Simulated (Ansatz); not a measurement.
Mo:
```xyz
2
Lattice="2.7145 0.0000 0.0000 -1.3572 2.3508 0.0000 0.0000 0.0000 4.8032" Properties=species:S:1:pos:R:3 pbc="T T T"
Mo     1.3572     0.7836     3.6024
Mo     0.0000     1.5672     1.2008
```

Relaxed with LDA. Special points in fractions of this cell's reciprocal vectors: Γ (0.000, 0.000, 0.000); M (0.500, 0.000, 0.000); K (0.333, 0.333, 0.000); A (0.000, 0.000, 0.500); L (0.500, 0.000, 0.500); H (0.333, 0.333, 0.500).

List the band energies nearest the Fermi level at these points for LDA in the plane-wave PAW code Ansatz.

In eV from the Fermi level; about four levels below and three above (degenerate sets whole), none deeper than 8.9 eV; … stands for higher levels left out; points with the same levels are listed once.

```
k                          below                above
-  -----------------------------  -------------------
Γ        -0.73 -0.73 -0.19 -0.19       0.82 1.48 1.48
M        -1.23 -0.50 -0.30 -0.14       3.93 4.74 5.02
K  -2.42 -2.42 -2.11 -1.54 -1.54  0.29 2.63 2.78 2.78
A        -0.70 -0.70 -0.70 -0.70                    …
L        -4.97 -4.97 -3.51 -3.51  1.26 1.26 1.95 1.95
H        -2.72 -2.72 -1.12 -1.12  0.40 0.40 3.68 3.68
```

Space group P6_3/mmc (hcp (Mg type)). The workflow started from a Materials Project entry (that database holds measured and hypothetical structures alike); the Crystallography Open Database copy checked does not list it. It is not the phase usual at ambient conditions (space group No. 229). The cell was relaxed with LDA under the symmetry of its start; of distortions, only those at the zone centre were tested, and some modes there are weakly imaginary. No spin polarisation was allowed. Spin–orbit coupling is left out wherever it is not named.

Potentials: the earlier of the program's two PAW sets.
